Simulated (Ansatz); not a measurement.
## Compressing CaB$_{6}$: a fit and a missing row

CaB$_{6}$, Pm-3m, a = 4.127 Å. The structure is a COD entry; whether it is the stable form wasn't checked. Ansatz: PBEsol, PAW, 420 eV, Γ-centred 10×10×10 mesh on 7 atoms, Gaussian smearing 0.10 eV; no spin polarisation. Shape and atoms are relaxed at each volume; pressure is positive in compression.

| V (Å³/atom) | P (GPa) |
| --- | --- |
| 8.839 | ? |
| 9.140 | 17.00 |
| 9.441 | 10.53 |
| 9.743 | 4.90 |
| 10.044 | 0.00 |
| 10.345 | -4.28 |
| 10.647 | -8.00 |
| 11.049 | -12.24 |

Task: Take V0 = 10.044 Å³/atom, fit the third-order Birch–Murnaghan form to the other rows, and predict the missing pressure.

Result: With the Eulerian strain f = ½[(V0/V)^(2/3) − 1] and y = P/[3f(1 + 2f)^(5/2)], the form is the line y = B0 + 1.5 B0 (B0′ − 4) f. Rows (f, y): 0.03245, 149.2; 0.02107, 150.3; 0.01025, 151.5; -0.00975, 153.7; -0.01906, 154.2; -0.03080, 155.3. Means f = 0.0006933, y = 152.37; Σ(Δf)² = 0.003006, ΣΔfΔy = -0.2935; the slope is their ratio. y = 152.4 − 97.63 f GPa, so B0 = 152.4 GPa and B0′ = 4 + 2 × (-97.63)/(3 × 152.4) = 3.57. At V = 8.839, f = 0.04447, y = 148.06 and P = 24.44 GPa. The run gave 24.44 GPa, the same to the digits shown. Note that the gap is closed there and open in the run one row down.

Cost: 8 runs of about 1.4 core-minutes in all, on Intel Xeon Platinum 8488C (Sapphire Rapids) (shared hosts).